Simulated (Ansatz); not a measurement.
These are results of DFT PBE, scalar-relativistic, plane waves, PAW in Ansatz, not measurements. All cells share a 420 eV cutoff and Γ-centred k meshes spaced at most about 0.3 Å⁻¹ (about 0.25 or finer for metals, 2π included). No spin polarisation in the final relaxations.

Temperature and zero-point effects are left out. All come from trial cells, and lower structures may exist.

Question: These unrelaxed guesses for Ga₃SbN₂ are each relaxed within their symmetry. Order them by the energy at which they end, lowest first.
A.

```
Ga Sb N
1.0
     5.99790    0.00000    0.00000
    -2.99895    5.19433    0.00000
     0.00000    0.00000    3.29256
Ga Sb N
3 1 2
Cartesian
  2.9989 0.0000 1.6463
  1.4995 2.5972 1.6463
  -1.4995 2.5972 1.6463
  0.0000 0.0000 0.0000
  0.0000 3.4629 0.0000
  2.9989 1.7314 0.0000
```

B.

```
Ga Sb N
1.0
     2.72793    1.57497    4.02960
    -2.72793    1.57497    4.02960
     0.00000   -3.14994    4.02960
Ga Sb N
3 1 2
Cartesian
  0.0000 1.5750 4.0296
  1.3640 -0.7875 4.0296
  -1.3640 -0.7875 4.0296
  0.0000 0.0000 6.0444
  0.0000 0.0000 1.5149
  0.0000 0.0000 10.5739
```

C.

```
Ga Sb N
1.0
     5.80026    0.00000    0.00000
    -2.90013    5.02317    0.00000
     0.00000    0.00000    7.57849
Ga Sb N
3 1 2
Cartesian
  2.9001 0.0000 2.0285
  -1.4501 2.5116 2.0285
  1.4501 2.5116 2.0285
  0.0000 0.0000 4.5448
  0.0000 3.3488 0.0691
  2.9001 1.6744 0.0691
```

D.

```
Ga Sb N
1.0
     3.18945    0.00000    0.00000
     0.00000    3.18945    0.00000
     0.00000    0.00000    9.77576
Ga Sb N
3 1 2
Direct
  0.50000 0.50000 0.18173
  0.50000 0.50000 0.50000
  0.50000 0.50000 0.81827
  0.00000 0.00000 0.00000
  0.00000 0.00000 0.33928
  0.00000 0.00000 0.66072
```

Answer: D (ends in P4/mmm, 0 meV/atom), C (ends in P6mm, 13 meV/atom), A (ends in P6/mmm, 217 meV/atom), B (ends in R-3m, 0.32 eV/atom). Even the lowest end lies +0.33 eV/atom against the elements.

For metals, differences of a few meV/atom aren't resolved. Spin–orbit coupling, which can matter for Sb, is left out. Cells relaxed within their symmetry can be saddle points. Some structure types and database cells were kept out of the candidates from the start, so a known form may be missing.
